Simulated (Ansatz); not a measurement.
The elements of this relaxed trial crystal are hidden behind letters.

```
lattice vectors (Å)
  -2.5263    2.5263    5.0185
   2.5263   -2.5263    5.0185
   2.5263    2.5263   -5.0185
fractional positions
X 0.5000 0.5000 0.0000
Z 0.0000 0.0000 0.0000
Z 0.2500 0.7500 0.5000
Z 0.7500 0.2500 0.5000
Q 0.6412 0.6412 0.5493
Q 0.0919 0.0919 0.4507
Q 0.9081 0.3588 0.0000
Q 0.3588 0.9081 0.0000
```

Computed with DFT PBE, scalar-relativistic, plane waves, PAW in Ansatz 0.2.0. The final run on the 8-atom cell used 420 eV, a Γ-centred 8×8×8 mesh, 0.02 eV smearing and no spin polarisation.

| Quantity | Value |
| --- | --- |
| Space group | I-42m (No. 121) |
| Conventional cell | a = 5.053 Å, c = 10.037 Å |
| Volume per atom | 16.01 Å³ |
| Density | 5.21 g/cm³ |
| Energy over the elements | +0.023 eV/atom |
| Gap on the 8×8×8 mesh of the 8-atom cell | 0.86 eV |

Energies are uncorrected and count from the elements' standard states at the same level.

Problem. X is a p-block element of period 4, Z is a p-block element of period 2 and Q is a p-block element of period 4. Which elements are they?

Solution. X = Ga, Z = B, Q = As, so the formula is GaB3As4. Density times volume gives a mean mass of 5.21 × 16.01/1.6605 = 50.2 u per atom, and this set has 50.2 u. Ga is surrounded by 4 As at 2.38 Å; B on a site of symmetry -42m has 4 As at 2.09 Å; around As lie 3 B at 2.09–2.14 Å and 1 Ga at 2.38 Å; 1 more site not described. Other sets within the hints have nearly the same mass, so mass alone doesn't settle it; this one was computed.

Kohn–Sham gaps at this level usually fall short of measured ones. Symmetry constrained the relaxation, so the result can be a saddle point.
